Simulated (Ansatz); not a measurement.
Computed with Ansatz 0.2.0, DFT PBE, scalar-relativistic, plane waves, PAW. Cutoff 420 eV, Γ-centred 12×12×2 mesh (12-atom cell), Gaussian smearing of 0.10 eV, collinear spin.

The zero of energy is the elements' standard structures at the same level; no fitted shifts are applied.

Question: Propose a candidate for a hexagonal metal with formula NbTe8Mo3, with a formation energy near −0.30 eV/atom and about 28 Å³ per atom, in a cell of 12 atoms. Its symmetry should be P-6m2 (No. 187).

Answer: NbTe8Mo3, space group P-6m2 (No. 187). Around Nb lie 6 Te at 2.80 Å; Te on its first site is surrounded by 3 Mo at 2.74 Å; Te on its second site is surrounded by 3 Nb at 2.80 Å; Mo on a site of symmetry 3m has 6 Te at 2.74 Å; 3 more sites not described.

```cif
data_structure
_symmetry_space_group_name_H-M 'P-6m2'
_symmetry_Int_Tables_number 187
_cell_length_a 3.5900
_cell_length_b 3.5900
_cell_length_c 29.9914
_cell_angle_alpha 90.000
_cell_angle_beta 90.000
_cell_angle_gamma 120.000
_cell_volume 334.75
loop_
_atom_site_label
_atom_site_type_symbol
_atom_site_symmetry_multiplicity
_atom_site_Wyckoff_symbol
_atom_site_fract_x
_atom_site_fract_y
_atom_site_fract_z
_atom_site_occupancy
Nb1 Nb 1 f 0.66667 0.33333 0.50000 1
Te1 Te 2 h 0.33333 0.66667 0.94011 1
Te2 Te 2 h 0.33333 0.66667 0.43728 1
Te3 Te 2 i 0.66667 0.33333 0.68902 1
Te4 Te 2 i 0.66667 0.33333 0.19121 1
Mo1 Mo 2 h 0.33333 0.66667 0.74889 1
Mo2 Mo 1 e 0.66667 0.33333 0.00000 1
```

The volume per atom is 27.9 Å³ and the density is 7.0 g/cm³. The formation energy is −0.30 eV/atom. The gap on the 12×12×2 mesh of the 12-atom cell is 0 eV (a metal) and the net moment per atom is 0.00 μB. The moment by site is all under 0.1 μB.

The cell was found from a structure generator's guess, not taken from experiment. The answer needn't be unique; the calculation gave this one.

Weakly bound directions are ill-defined at this level, which has no dispersion term. Spin–orbit coupling, which can matter for Te, is left out. The reference form of Te is held partly by dispersion forces, which this level lacks. A later test with randomly moved atoms came back to the same energy, though modes that don't fit the test's cell weren't probed. Site moments count only spheres around the atoms; the net moment includes the space between them.
